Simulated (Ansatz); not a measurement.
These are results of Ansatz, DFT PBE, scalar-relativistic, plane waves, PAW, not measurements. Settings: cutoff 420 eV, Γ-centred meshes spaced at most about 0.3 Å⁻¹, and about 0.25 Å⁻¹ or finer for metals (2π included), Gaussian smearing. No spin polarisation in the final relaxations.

Temperature and zero-point effects are left out. All come from trial cells, and lower structures may exist.

**Question.** Order these relaxed structures of In2GaP3 by energy, lowest first, with the energy over the lowest of them.
A.

```
CELL_PARAMETERS angstrom
3.77830 0.00000 0.00000
0.00000 3.77830 0.00000
0.00000 0.00000 8.50618
ATOMIC_POSITIONS crystal
In 0.00000 0.50000 0.63915
In 0.50000 0.00000 0.36085
Ga 0.00000 0.00000 0.00000
P 0.50000 0.50000 0.00000
P 0.00000 0.50000 0.30204
P 0.50000 0.00000 0.69796
```

B.

```
CELL_PARAMETERS angstrom
2.68508 1.55023 5.47456
-2.68508 1.55023 5.47456
0.00000 -3.10046 5.47456
ATOMIC_POSITIONS crystal
In 0.19099 0.19099 0.19099
In 0.80901 0.80901 0.80901
Ga 0.00000 0.00000 0.00000
P 0.50000 0.50000 0.00000
P 0.00000 0.50000 0.50000
P 0.50000 0.00000 0.50000
```

C.

```
CELL_PARAMETERS angstrom
1.74566 -9.97286 0.00000
1.74566 9.97286 0.00000
0.00000 0.00000 3.69780
ATOMIC_POSITIONS crystal
In 0.12862 0.87138 0.50000
In 0.87138 0.12862 0.50000
Ga 0.00000 0.00000 0.00000
P 0.50000 0.50000 0.50000
P 0.28610 0.71390 0.00000
P 0.71390 0.28610 0.00000
```

D.

```
CELL_PARAMETERS angstrom
6.47820 0.00000 0.00000
-3.23910 5.61029 0.00000
0.00000 0.00000 3.99772
ATOMIC_POSITIONS crystal
In 0.66667 0.33333 0.00000
In 0.33333 0.66667 0.00000
Ga 0.00000 0.00000 0.00000
P 0.50000 0.00000 0.50000
P 0.00000 0.50000 0.50000
P 0.50000 0.50000 0.50000
```

**Answer.** C (0 meV/atom), A (101 meV/atom), B (193 meV/atom), D (376 meV/atom). Forms: C Cmmm; A P-4m2; B R-3m; D P6/mmm. Counting P atoms around Ga and In (those within 1.25 times the shortest such distance or 1.15 times the sum of covalent radii; a plus sign parts nearer from farther groups; the shortest distance is added where it exceeds 1.18 times the sum of covalent radii): C has In 6+2 from 3.1 Å, Ga 4; A has In 5, Ga 4+4; B has In 3, Ga 6; D has In 6, Ga 12 from 3.8 Å. C holds P–P chains (shortest 2.26 Å) (bonds between like non-metal atoms; other contacts aren't counted). Even the lowest lies +0.12 eV/atom against the elements.

Cells relaxed within their symmetry can be saddle points. Some candidate types were left out of the draw beforehand, so a known form may be missing.
